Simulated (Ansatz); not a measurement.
BaTiO$_{3}$:
```
BaTiO3
1.0
    2.84031     1.63986     2.33133
   -2.84031     1.63986     2.33133
    0.00000    -3.27971     2.33133
Ba Ti O
1 1 3
Direct
  0.00124   0.00124   0.00124
  0.51468   0.51468   0.51468
  0.48825   0.97868   0.48825
  0.48825   0.48825   0.97868
  0.97868   0.48825   0.48825
```

Relaxed with r²SCAN.

**Question.** Tabulate the valence density and the electron localisation function along the shortest Ti–O contact (1.87 Å), plane-wave PAW r²SCAN (Ansatz code).

**Answer.** 

| distance from Ti (Å) | density (e/Å³) | ELF |
|---|---|---|
| 0.19 | 10.92 | 0.63 |
| 0.28 | 9.59 | 0.70 |
| 0.37 | 7.84 | 0.74 |
| 0.47 | 5.88 | 0.75 |
| 0.56 | 4.02 | 0.70 |
| 0.66 | 2.53 | 0.57 |
| 0.75 | 1.54 | 0.38 |
| 0.84 | 1.04 | 0.24 |
| 0.94 | 0.89 | 0.23 |
| 1.03 | 0.98 | 0.38 |
| 1.12 | 1.24 | 0.62 |
| 1.22 | 1.71 | 0.77 |
| 1.31 | 2.45 | 0.79 |
| 1.40 | 3.52 | 0.77 |
| 1.50 | 4.85 | 0.69 |
| 1.59 | 6.25 | 0.56 |
| 1.69 | 7.49 | 0.40 |

The density is the valence pseudo-density with augmentation charge, so density and ELF within about 1 Å of a nucleus are not all-electron values.

Space group R3m. This is a known low-temperature phase of the composition, computed here at zero pressure and temperature. Symmetry was held in the r²SCAN relaxation; of distortions, only those at the zone centre were tested. The run is not spin-polarised. Spin–orbit coupling is left out wherever it is not named.

Potentials: the earlier of the program's two PAW sets.
